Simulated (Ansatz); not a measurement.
Input and command of a plane-wave DFT calculation in Ansatz:

```yaml
crystal:
  lattice:
    - [-3.1543602797, -3.1543602797, 3.1543602797]
    - [-3.1543602797, 3.1543602797, -3.1543602797]
    - [3.1543602797, -3.1543602797, -3.1543602797]
  atoms:
    - { symbol: W, position: [0.5183032443, 0.5, 0.5] }
    - { symbol: W, position: [0.0, 0.5, 0.5] }
    - { symbol: W, position: [0.5, 0.0, 0.5] }
    - { symbol: W, position: [0.0, 0.0, 0.5] }
    - { symbol: W, position: [0.5, 0.5, 0.0] }
    - { symbol: W, position: [0.0, 0.5, 0.0] }
    - { symbol: W, position: [0.5, 0.0, 0.0] }
    - { symbol: W, position: [0.0, 0.0, 0.0] }
basis:
  ecutwfc: 420
kpoints:
  mp_grid: { grid: [14, 14, 14] }
hamiltonian:
  xc: pbesol
scf:
  occupations: { method: gaussian, width: 0.15 }
output:
  forces: true
  stress: true
  eigenvalues: true
  write_density: true
  write_potential: true
  elf: true
  volumetric_format: npy
```

```bash
ansatz run input.yaml --threads 1 --pin off --max-ram 2560MiB --backend cpu --events-out ev --progress --plain --runs-dir out
```

Processor: Intel(R) Xeon(R) 6975P-C (Granite Rapids), 1 thread, on a host shared with other jobs.

How long does it run, and how much memory does it take?

About 100 s on 1 thread of Intel(R) Xeon(R) 6975P-C (Granite Rapids), with other jobs on the host, peak memory 1.7 GiB. It solves 68 bands at 288 k points (the mesh reduced by the symmetry that the task leaves, which can be less than the crystal's) with about 2491 plane waves, in 6 SCF iterations.
